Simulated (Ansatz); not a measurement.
Relaxed-ion elastic tensor of C in space group P6_3/mmc (No. 194; C on 4f, C on 4f, C on 4e) in GPa (Voigt order), the program Ansatz at the r²SCAN level (PAW); density 3.53 g/cm³, 5.64 Å³ per atom.

|  | 1 | 2 | 3 | 4 | 5 | 6 |
|---|---|---|---|---|---|---|
| 1 | 1220 | 93.7 | 41.6 | 0.0 | 0.0 | 0.0 |
| 2 | 93.7 | 1220 | 41.6 | 0.0 | 0.0 | 0.0 |
| 3 | 41.6 | 41.6 | 1270 | 0.0 | 0.0 | 0.0 |
| 4 | 0.0 | 0.0 | 0.0 | 512 | 0.0 | 0.0 |
| 5 | 0.0 | 0.0 | 0.0 | 0.0 | 512 | 0.0 |
| 6 | 0.0 | 0.0 | 0.0 | 0.0 | 0.0 | 561 |

Is the crystal mechanically stable?

Yes: the smallest eigenvalue of C is 512 GPa.

Work out the Voigt, Reuss and Hill averages.

K_V = 451, K_R = 451, K_H = 451; G_V = 552, G_R = 550, G_H = 551 GPa.

Give Young's modulus, Poisson's ratio, Pugh's ratio and the universal anisotropy index.

E = 9KG/(3K + G) = 1170 GPa; ν = 0.07; K/G = 0.82 (brittle by the Pugh limit of 1.75); A_U = 5G_V/G_R + K_V/K_R − 6 = 0.02.

Estimate the sound speeds and the Debye temperature.

v_l = √((K + 4G/3)/ρ) = 18300 m/s, v_t = √(G/ρ) = 12500 m/s, mean 13600 m/s; Θ = (h/k)(3n/4πV)^(1/3) v_m = 2280 K.

Solve the Christoffel equation for the three sound speeds along x, y, z.

Eigenvalues of C_ijkl n_j n_l equal ρv². In km/s, slowest first: x 12.04, 12.60, 18.55; y 12.04, 12.60, 18.55; z 12.04, 12.04, 18.99.

How much does each axis shrink under pressure?

Linear compressibilities β_i = Σ_j S_ij (j = 1 to 3): x 0.74, y 0.74, z 0.74 per TPa.

The workflow started from a Materials Project entry (that database holds measured and hypothetical structures alike). Its sites differ from those of the usual phase in this space group: another stacking or structure type. The r²SCAN relaxation kept the symmetry of its start; phonons on a q-mesh show no instability.

Potentials: the later of the program's two PAW sets.
